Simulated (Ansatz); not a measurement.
V3Sn:
```cif
data_Sn2V6
_chemical_formula_sum 'V6 Sn2'
_space_group_name_H-M_alt 'P 1'
_space_group_IT_number 1
_cell_length_a 5.60478
_cell_length_b 5.60478
_cell_length_c 4.51962
_cell_angle_alpha 90.000
_cell_angle_beta 90.000
_cell_angle_gamma 120.000
loop_
_space_group_symop_operation_xyz
  'x, y, z'
loop_
_atom_site_label
_atom_site_type_symbol
_atom_site_fract_x
_atom_site_fract_y
_atom_site_fract_z
_atom_site_occupancy
V1 V 0.84974 0.69948 0.25000 1
V2 V 0.15026 0.84974 0.75000 1
V3 V 0.30052 0.15026 0.25000 1
V4 V 0.15026 0.30052 0.75000 1
V5 V 0.84974 0.15026 0.25000 1
V6 V 0.69948 0.84974 0.75000 1
Sn1 Sn 0.33333 0.66667 0.25000 1
Sn2 Sn 0.66667 0.33333 0.75000 1
```
Starting moments (μB, in the order of the atoms V V V V V V Sn Sn): 0.2 0.2 0.2 0.2 0.2 0.2 0.0 0.0.

Relaxed with r²SCAN.

Task: Tabulate the valence density and the electron localisation function along the shortest V–Sn contact (2.81 Å), r²SCAN (plane waves, PAW; program Ansatz).

Result: 

| distance from V (Å) | density (e/Å³) | ELF |
|---|---|---|
| 0.28 | 12.14 | 0.74 |
| 0.42 | 7.89 | 0.74 |
| 0.56 | 4.15 | 0.64 |
| 0.70 | 1.76 | 0.40 |
| 0.84 | 0.68 | 0.15 |
| 0.98 | 0.34 | 0.06 |
| 1.12 | 0.25 | 0.08 |
| 1.26 | 0.24 | 0.21 |
| 1.40 | 0.26 | 0.36 |
| 1.54 | 0.31 | 0.40 |
| 1.68 | 0.40 | 0.34 |
| 1.82 | 0.58 | 0.30 |
| 1.96 | 1.01 | 0.27 |
| 2.11 | 1.99 | 0.20 |
| 2.25 | 3.97 | 0.09 |
| 2.39 | 7.25 | 0.02 |
| 2.53 | 11.46 | 0.00 |

The density is the valence pseudo-density with augmentation charge, so density and ELF within about 1 Å of a nucleus are not all-electron values.

Space group P6_3/mmc. The workflow started from an entry of the Crystallography Open Database (COD), which files this formula under 2 space groups. Its standing as an ambient phase is unchecked. The cell was relaxed with r²SCAN under the symmetry of its start; whether a distortion lowers the energy is not shown. Magnetic state: ferromagnetic, the only order run, not a proven ground state. Other orbital occupations within this spin state were not tried. Spin–orbit coupling is left out wherever it is not named.

Potentials: the later of the program's two PAW sets.
